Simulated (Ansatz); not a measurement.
MgCo₃BiO₈, one structure, two calculations

Cell: a computed structure from the Materials Project (it need not be an observed phase), atoms as given.

```cif
data_MgCo3BiO8
_symmetry_space_group_name_H-M 'P-1'
_symmetry_Int_Tables_number 2
_cell_length_a 5.7733
_cell_length_b 5.7801
_cell_length_c 6.5213
_cell_angle_alpha 64.036
_cell_angle_beta 63.760
_cell_angle_gamma 60.469
loop_
_atom_site_label
_atom_site_type_symbol
_atom_site_symmetry_multiplicity
_atom_site_Wyckoff_symbol
_atom_site_fract_x
_atom_site_fract_y
_atom_site_fract_z
Mg Mg 1 a 0.0000 0.0000 0.0000
Co2 Co 1 c 0.0000 0.5000 0.0000
Co3 Co 1 d 0.5000 0.0000 0.0000
Co4 Co 1 e 0.5000 0.5000 0.0000
Bi Bi 1 h 0.5000 0.5000 0.5000
O6 O 2 i 0.2428 0.7076 0.8170
O7 O 2 i 0.7074 0.2361 0.8179
O8 O 2 i 0.7208 0.7211 0.8306
O9 O 2 i 0.2426 0.2324 0.8200
```

One atom of each set is listed.

First run. All values are calculated (Ansatz; DFT, PBE, plane waves and PAW, scalar-relativistic, collinear spin, 420 eV cutoff, Γ-centred 5×5×4 k-points, Fermi–Dirac smearing 0.02 eV), not measured. Start moments as typed (μB): 4 on each Co, none on the rest. The program fits them to the shells of the files, so those used differ somewhat.

```
site  V_zz (10²¹ V/m²)     η  m (μB)
  Mg              0.48  0.25    0.00
 Co2             -3.82  0.29    0.12
 Co3             -3.48  0.41    0.15
 Co4             -4.38  0.57    0.27
  Bi             -38.5  0.13    0.00
  O6             -4.37  0.26    0.01
  O7             -4.50  0.28    0.01
  O8             -3.48  0.07    0.05
  O9             -4.57  0.30    0.00
```

Second run. The same atoms and settings, except that the mesh is 7×7×6 and the Fermi–Dirac smearing is 0.05 eV.

Q: Given the first result, estimate the second.

A: 

```csv
site,V_zz,η,change of V_zz,m (μB)
Mg,0.49,0.24,+0.01,0.00
Co2,-3.49,0.36,+0.33,0.15
Co3,-3.13,0.51,+0.35,0.17
Co4,-4.08,0.62,+0.30,0.26
Bi,-38.5,0.13,-0.02,0.00
O6,-4.39,0.27,-0.02,0.01
O7,-4.52,0.30,-0.02,0.01
O8,-3.45,0.06,+0.03,0.05
O9,-4.60,0.31,-0.03,0.01
```

The largest change of V_zz is on Co3, from -3.48 to -3.13. In per cent, |V_zz| changes by -10 to -7 on Co, 0 on Bi, -1 to +1 on O (all sites that start above 2).

The largest force is 0.5 eV/Å, so the atoms aren't at the calculated equilibrium and relaxing them would move these values. Spin–orbit coupling is left out, which shifts gradients on Bi by a few per cent in wide-gap crystals, and can shift them far more where the calculated gap is small or absent, as here. Semilocal functionals can leave a metal where correlation in the d or f shell opens a gap in the real compound, and that would change the values at and beside Co. With these PAW files V_zz is typically within 2 to 3 % of all-electron values, but misses above 10 % occur on Co. The run lost most of its start moments on Co; a state with other moments may lie lower. The magnetic order is the one that the run reached from its start moments, not necessarily the measured one (the real compound may not order at all).
